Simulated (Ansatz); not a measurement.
Theory: DFT PBE, scalar-relativistic, plane waves, PAW in Ansatz. All cells share a 420 eV cutoff and Γ-centred k meshes spaced at most about 0.3 Å⁻¹ (about 0.25 or finer for metals, 2π included). No spin polarisation in the final relaxations.

These are static total energies at zero pressure. All come from trial cells, and lower structures may exist.

Problem. These unrelaxed guesses for ZrTa2C2 are each relaxed within their symmetry. Order them by the energy at which they end, lowest first.
1.

```cif
data_structure
_symmetry_space_group_name_H-M 'C2/m'
_symmetry_Int_Tables_number 12
_cell_length_a 5.4913
_cell_length_b 3.1657
_cell_length_c 7.4600
_cell_angle_alpha 90.000
_cell_angle_beta 103.851
_cell_angle_gamma 90.000
_cell_volume 125.91
loop_
_atom_site_label
_atom_site_type_symbol
_atom_site_symmetry_multiplicity
_atom_site_Wyckoff_symbol
_atom_site_fract_x
_atom_site_fract_y
_atom_site_fract_z
_atom_site_occupancy
Zr1 Zr 2 c 0.00000 0.00000 0.50000 1
Ta1 Ta 4 i 0.72480 0.50000 0.16484 1
C1 C 4 i 0.89675 0.50000 0.69531 1
```

2.

```cif
data_structure
_symmetry_space_group_name_H-M 'I4/mmm'
_symmetry_Int_Tables_number 139
_cell_length_a 3.8734
_cell_length_b 3.8734
_cell_length_c 9.5166
_cell_angle_alpha 90.000
_cell_angle_beta 90.000
_cell_angle_gamma 90.000
_cell_volume 142.78
loop_
_atom_site_label
_atom_site_type_symbol
_atom_site_symmetry_multiplicity
_atom_site_Wyckoff_symbol
_atom_site_fract_x
_atom_site_fract_y
_atom_site_fract_z
_atom_site_occupancy
Zr1 Zr 2 a 0.00000 0.00000 0.00000 1
Ta1 Ta 4 d 0.00000 0.50000 0.25000 1
C1 C 4 e 0.00000 0.00000 0.38800 1
```

3.

```cif
data_structure
_symmetry_space_group_name_H-M 'P-3m1'
_symmetry_Int_Tables_number 164
_cell_length_a 3.5281
_cell_length_b 3.5281
_cell_length_c 6.2554
_cell_angle_alpha 90.000
_cell_angle_beta 90.000
_cell_angle_gamma 120.000
_cell_volume 67.43
loop_
_atom_site_label
_atom_site_type_symbol
_atom_site_symmetry_multiplicity
_atom_site_Wyckoff_symbol
_atom_site_fract_x
_atom_site_fract_y
_atom_site_fract_z
_atom_site_occupancy
Zr1 Zr 1 a 0.00000 0.00000 0.00000 1
Ta1 Ta 2 d 0.33333 0.66667 0.29091 1
C1 C 2 d 0.33333 0.66667 0.62531 1
```

Solution. 1 (ends in R-3m, 0 meV/atom), 3 (ends in P-3m1, 98 meV/atom), 2 (ends in I4/mmm, 0.91 eV/atom).

These runs have no spin–orbit coupling, which can matter for Ta. Cells relaxed within their symmetry can be saddle points. Some candidate types were left out of the draw beforehand, so a known form may be missing.
